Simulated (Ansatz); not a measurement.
Task: Name crystals whose computed values (plane-wave PAW r²SCAN (Ansatz code)) fall in these windows: gap (eV) 0.49 to 0.71; HSE06 gap (eV) 0.86 to 1.1.

Result: 

```
crystal                                              gap (eV)  HSE06 gap (eV)
---------------------------------------------------  --------  --------------
Sr3BiN, anti-perovskite                                  0.60            0.96
PbS, rock salt                                           0.69            0.87
SiGe, Pmma (Si on 2e, Si on 2f, Ge on 2e, Ge on 2f)      0.55            0.92
SiGe, wurtzite                                           0.66            0.98
Si, R-3m (Si on 6c, Si on 6c, Si on 6c)                  0.69            1.07
```
Others may fit too.

Typed or built starts, not in the databases checked: SiGe, Pmma (Si on 2e, Si on 2f, Ge on 2e, Ge on 2f); Si, R-3m (Si on 6c, Si on 6c, Si on 6c). Not the usual ambient phase: Si, R-3m (Si on 6c, Si on 6c, Si on 6c). Standing as an ambient phase not checked: Sr3BiN, anti-perovskite; SiGe, wurtzite. All cells were relaxed under the symmetry of their starts (and spin orders); stability against distortions was not tested throughout. Spin–orbit coupling is left out wherever it is not named.

Potentials: the later of the program's two PAW sets.
